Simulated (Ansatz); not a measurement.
Calculated with Ansatz: Sn2Pt3Se2, relaxation

Run with:

```bash
ansatz run input.yaml --threads 2 --pin off --max-ram 2560MiB --backend cpu --events-out ev --progress --plain --runs-dir out
```

The input file (Ansatz 0.2.0, plane waves):

```yaml
crystal:
  lattice:
    - [2.857198, 4.948807, 0.0]
    - [-2.857198, 4.948807, 0.0]
    - [0.0, -3.299201, 4.667385]
  atoms:
    - { symbol: Pt, position: [0.0, 0.0, 0.5] }
    - { symbol: Pt, position: [0.5, 0.0, 0.5] }
    - { symbol: Pt, position: [0.0, 0.5, 0.5] }
    - { symbol: Se, position: [0.283, 0.283, 0.849] }
    - { symbol: Se, position: [0.717, 0.717, 0.151] }
    - { symbol: Sn, position: [0.5, 0.5, 0.5] }
    - { symbol: Sn, position: [0.0, 0.0, 0.0] }
  symmetry: { tolerance: 0.0003 }
kpoints:
  mp_grid: { grid: [6, 6, 6], shift: [0, 0, 0] }
magnetization:
  spin_polarized: false
scf:
  occupations: { method: fermi_dirac }
  lower_state_search: "off"
hamiltonian:
  pseudopotentials: { kind: paw }
  xc: r2scan
basis:
  ecutwfc: 500
  fft_grid_basis: typed
relax:
  max_steps: 80
  cell: { p_target: 0.0 }
output:
  forces: true
  stress: true
  eigenvalues: true
  bader: true
  populations: true
  elf: true
  write_potential: true
  volumetric_format: npy
  dos:
    e_range: [-12, 8]
    de: 0.05
    projected: { site_lists: { Pt: [Pt], Se: [Se], Sn: [Sn] } }
  write_density: true
checkpoint:
  read: saved_state
```

Origin of the cell: a known structure type with other elements, at an estimated volume, so it need not be a known compound.

The smearing width isn't typed, so it takes its default of 0.1 eV.

The saved state is a converged single point of the same cell.

Steps («new basis» is an SCF on plane waves selected anew at the same cell):

| step | ΔF (meV/atom) | max force component (eV/Å) | P (GPa) | volume (Å³) | SCF iterations | step was |
| --- | --- | --- | --- | --- | --- | --- |
| 1 | 0.0 | 4.193 | 20.89 | 131.99 | 6 | accepted |
| 2 | -174.5 | 0.093 | -0.71 | 147.73 | 9 | accepted |
| 3 | -177.1 | 0.108 | -0.17 | 146.93 | 7 | accepted |
| 4 | -179.6 | 0.045 | 0.66 | 146.93 | 7 | accepted |
| 5 | -180.0 | 0.028 | 0.20 | 148.02 | 6 | accepted |
| 6 | -180.0 | 0.027 | -0.12 | 148.56 | 6 | accepted |
| 7 | -180.1 | 0.000 | 0.00 | 148.38 | 6 | accepted |
| 8 | -180.7 | 0.000 | 0.01 | 148.38 | 8 | new basis |

Step 1, with forces in eV/Å:

```xyz
7
Lattice="2.857 4.949 0.000 -2.857 4.949 0.000 0.000 -3.299 4.667" Properties=species:S:1:pos:R:3:forces:R:3 pbc="T T T" step=1
Pt    0.000   -1.650    2.334    0.000    0.000    0.000
Pt    1.429    0.825    2.334    0.000    0.000    0.000
Pt   -1.429    0.825    2.334    0.000    0.000    0.000
Se    0.000    0.000    3.963    0.000    0.000    4.193
Se    0.000    6.598    0.705    0.000    0.000   -4.193
Sn    0.000    3.299    2.334    0.000    0.000    0.000
Sn    0.000    0.000    0.000    0.000    0.000    0.000
```

Step 2, with forces in eV/Å:

```xyz
7
Lattice="2.998 5.194 0.000 -2.998 5.194 0.000 0.000 -3.462 4.743" Properties=species:S:1:pos:R:3:forces:R:3 pbc="T T T" step=2
Pt    0.000   -1.731    2.372    0.000    0.000    0.000
Pt    1.499    0.866    2.372    0.000    0.000    0.000
Pt   -1.499    0.866    2.372    0.000    0.000    0.000
Se    0.000    0.000    4.114    0.000    0.000   -0.093
Se    0.000    6.925    0.629    0.000    0.000    0.093
Sn    0.000    3.462    2.372    0.000    0.000    0.000
Sn    0.000    0.000    0.000    0.000    0.000    0.000
```

Step 3, with forces in eV/Å:

```xyz
7
Lattice="3.007 5.208 0.000 -3.007 5.208 0.000 0.000 -3.472 4.692" Properties=species:S:1:pos:R:3:forces:R:3 pbc="T T T" step=3
Pt    0.000   -1.736    2.346    0.000    0.000    0.000
Pt    1.503    0.868    2.346    0.000    0.000    0.000
Pt   -1.503    0.868    2.346    0.000    0.000    0.000
Se    0.000    0.000    4.076    0.000    0.000   -0.108
Se    0.000    6.944    0.616    0.000    0.000    0.108
Sn    0.000    3.472    2.346    0.000    0.000    0.000
Sn    0.000    0.000    0.000    0.000    0.000    0.000
```

Step 4, with forces in eV/Å:

```xyz
7
Lattice="3.042 5.269 0.000 -3.042 5.269 0.000 0.000 -3.513 4.583" Properties=species:S:1:pos:R:3:forces:R:3 pbc="T T T" step=4
Pt    0.000   -1.756    2.292    0.000    0.000    0.000
Pt    1.521    0.878    2.292    0.000    0.000    0.000
Pt   -1.521    0.878    2.292    0.000    0.000    0.000
Se    0.000    0.000    3.975    0.000    0.000   -0.045
Se    0.000    7.025    0.609    0.000    0.000    0.045
Sn    0.000    3.513    2.292    0.000    0.000    0.000
Sn    0.000    0.000    0.000    0.000    0.000    0.000
```

Step 5, with forces in eV/Å:

```xyz
7
Lattice="3.048 5.279 0.000 -3.048 5.279 0.000 0.000 -3.519 4.600" Properties=species:S:1:pos:R:3:forces:R:3 pbc="T T T" step=5
Pt    0.000   -1.760    2.300    0.000    0.000    0.000
Pt    1.524    0.880    2.300    0.000    0.000    0.000
Pt   -1.524    0.880    2.300    0.000    0.000    0.000
Se    0.000    0.000    3.977    0.000    0.000    0.028
Se    0.000    7.039    0.622    0.000    0.000   -0.028
Sn    0.000    3.519    2.300    0.000    0.000    0.000
Sn    0.000    0.000    0.000    0.000    0.000    0.000
```

Step 6, with forces in eV/Å:

```xyz
7
Lattice="3.055 5.292 0.000 -3.055 5.292 0.000 0.000 -3.528 4.594" Properties=species:S:1:pos:R:3:forces:R:3 pbc="T T T" step=6
Pt    0.000   -1.764    2.297    0.000    0.000    0.000
Pt    1.528    0.882    2.297    0.000    0.000    0.000
Pt   -1.528    0.882    2.297    0.000    0.000    0.000
Se    0.000    0.000    3.972    0.000    0.000   -0.027
Se    0.000    7.056    0.622    0.000    0.000    0.027
Sn    0.000    3.528    2.297    0.000    0.000    0.000
Sn    0.000    0.000    0.000    0.000    0.000    0.000
```

Step 8, with forces in eV/Å:

```xyz
7
Lattice="3.053 5.287 0.000 -3.053 5.287 0.000 0.000 -3.525 4.596" Properties=species:S:1:pos:R:3:forces:R:3 pbc="T T T" step=8
Pt    0.000   -1.762    2.298    0.000    0.000    0.000
Pt    1.526    0.881    2.298    0.000    0.000    0.000
Pt   -1.526    0.881    2.298    0.000    0.000    0.000
Se    0.000    0.000    3.973    0.000    0.000    0.000
Se    0.000    7.050    0.623    0.000    0.000    0.000
Sn    0.000    3.525    2.298    0.000    0.000    0.000
Sn    0.000    0.000    0.000    0.000    0.000    0.000
```

* Free energy lowered by: 180.7 meV/atom
* Volume change: 12.41 %
* Final pressure: 0.01 GPa
* Relaxation steps listed: 8
* Gap on the mesh: none (metal)

Caveats: no moments, though an odd count or open d shells may carry them; no spin-orbit coupling, though heavy elements are present; the relaxation held the start's symmetry, so the end may be a saddle point.

It ran for 3.9 min on 2 threads of Arm Neoverse V1 (shared host), peak memory 1.1 GiB, from a saved density.
